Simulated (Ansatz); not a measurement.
Starting structure of a cell relaxation (symmetry kept):

```cif
data_structure
_symmetry_space_group_name_H-M 'I4/mmm'
_symmetry_Int_Tables_number 139
_cell_length_a 3.4160
_cell_length_b 3.4160
_cell_length_c 15.3659
_cell_angle_alpha 90.000
_cell_angle_beta 90.000
_cell_angle_gamma 90.000
_cell_volume 179.31
loop_
_atom_site_label
_atom_site_type_symbol
_atom_site_symmetry_multiplicity
_atom_site_Wyckoff_symbol
_atom_site_fract_x
_atom_site_fract_y
_atom_site_fract_z
_atom_site_occupancy
Nb1 Nb 4 e 0.00000 0.00000 0.40071 1
Nb2 Nb 2 a 0.00000 0.00000 0.00000 1
Au1 Au 4 e 0.00000 0.00000 0.19895 1
```

All numbers below come from DFT PBEsol, scalar-relativistic, plane waves, PAW in Ansatz 0.2.0.

Plane waves to 420 eV, a k mesh through Γ of 14×14×14 on the computed 5-atom cell and Gaussian smearing (0.10 eV); no spin polarisation.

**Question.** What does it relax to?

**Answer.** The volume drops by 0.68 Å³/atom to 17.25 Å³/atom, and the energy falls by 15.3 meV/atom. Final structure:
```xyz
5
Lattice="-1.6879 1.6879 7.5688 1.6879 -1.6879 7.5688 1.6879 1.6879 -7.5688" Properties=species:S:1:pos:R:3 pbc="T T T"
Nb    0.0000    0.0000    6.0554
Nb    0.0000    0.0000    9.0821
Nb    0.0000    0.0000    0.0000
Au    0.0000    0.0000    3.0231
Au    0.0000    0.0000   12.1145
```

Spin–orbit coupling is left out, which can shift energies with elements as heavy as these.

Cost: 1 run of about 3.8 core-minutes, on Intel Xeon Platinum 8488C (Sapphire Rapids) (shared hosts).